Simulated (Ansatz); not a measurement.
**Cold compression of Li2Hg (fluorite type)**

```yaml
crystal:
  lattice:
    - [0.00000, 3.11210, 3.11210]
    - [3.11210, 0.00000, 3.11210]
    - [3.11210, 3.11210, 0.00000]
  atoms:
    - { symbol: Hg, position: [0.00000, 0.00000, 0.00000] }
    - { symbol: Li, position: [0.25000, 0.25000, 0.25000] }
    - { symbol: Li, position: [0.75000, 0.75000, 0.75000] }
```

The cell comes from a relaxation on PAW files under the same functional, begun from a prototype that needn't be the stable phase.

Its volume is scaled at fixed shape and fractional positions.

Computed with Ansatz 0.2.0; functional LDA, scalar-relativistic. Settings: a Γ-centred 10×10×10 k mesh, Fermi–Dirac smearing of 0.05 eV, no spin polarisation. Methods: LAPW: all electrons, basis error target 0.5 meV/atom; PAW: frozen-core files, cutoff 420 eV.

Energies are extrapolated to zero smearing and count from the unscaled cell; pressure is positive in compression; gaps take the mesh and a band path. No temperature or zero-point motion is included.

Spin–orbit coupling is left out, which matters for the heavy atoms. The PAW files were made under PBE.

| V/V0 | V (Å³/atom) | P LAPW (GPa) | ΔE LAPW (eV/atom) | P PAW − LAPW (GPa) | ΔE PAW − LAPW (meV/atom) |
| --- | --- | --- | --- | --- | --- |
| 1.00 | 20.09 | 0.03 | 0.000 | -0.01 | 0.0 |
| 0.70 | 14.07 | 19.28 | 0.266 | -0.03 | -0.7 |
| 0.60 | 12.06 | ? | 0.614 | -0.06 | -1.3 |

Question: Fill in "P LAPW (GPa)" for the row "0.60".

Answer: 38.3.

Question: From the table, what is the rise of the enthalpy H = E + pV up to the last row, and how stiff is the crystal between the last two rows?

Answer: ΔH = 0.614 eV + (38.3 GPa × 12.06 Å³ − 0.03 GPa × 20.09 Å³) × 0.006242 eV/(GPa·Å³) = 3.49 eV/atom, of which pV makes 82 %. The mean bulk modulus there is −ΔP/Δln V = 123 GPa.
